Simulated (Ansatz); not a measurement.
Values for one crystal, relaxed and computed with plane-wave PAW r²SCAN (Ansatz code); other levels are named.

| Property | Value |
|---|---|
| Volume per atom | 17.50 Å³ |
| Electronic character | metallic (no gap) |
| Hill bulk and shear moduli | 142 and 38.0 GPa |
| Density of states at the Fermi level | 1.6 states/eV per atom (mean over ±0.08 eV) |
| Mechanical stability | stable (all eigenvalues of C positive) |
| Elastic constants (relaxed ions, GPa) | C11 = 186, C22 = 208, C33 = 184, C12 = 123, C13 = 115, C23 = 114, C44 = 35.8, C55 = 32.0, C66 = 49.4 |
| Formation energy from the elements (no fitted shifts) | 5.3 kJ/mol of atoms |

Task: Pick the material that matches.
A. VW, Cmmm (V on 2a, W on 2c)
B. TiPd2, Immm (Ti on 2a, Pd on 4i)
C. NbRh, L1₀ or tetragonal B2
D. TiNb, Cmmm (Ti on 2c, Nb on 2a)

Result: D, TiNb, Cmmm (Ti on 2c, Nb on 2a)

The first step of the workflow began from a Materials Project structure, measured or hypothetical; the Crystallography Open Database copy checked does not list it. With Ti and Nb taken as one species the cell has the higher symmetry Im-3m, so it may be an ordered model of a mixed-site phase. Its standing as an ambient phase is unchecked. The cell was relaxed with r²SCAN under the symmetry of its start; whether a distortion lowers the energy is not shown. The run is not spin-polarised. As this level gives no gap, shear constants depend on the k-mesh and smearing (Fermi–Dirac, 0.1 eV here). On the denser mesh and wider smearing of the elastic run this cell carries a stress of 0.4 GPa. The references are the lowest solids computed at this level, not always the standard phases. Spin–orbit coupling is left out wherever it is not named.

Potentials: the later of the program's two PAW sets.
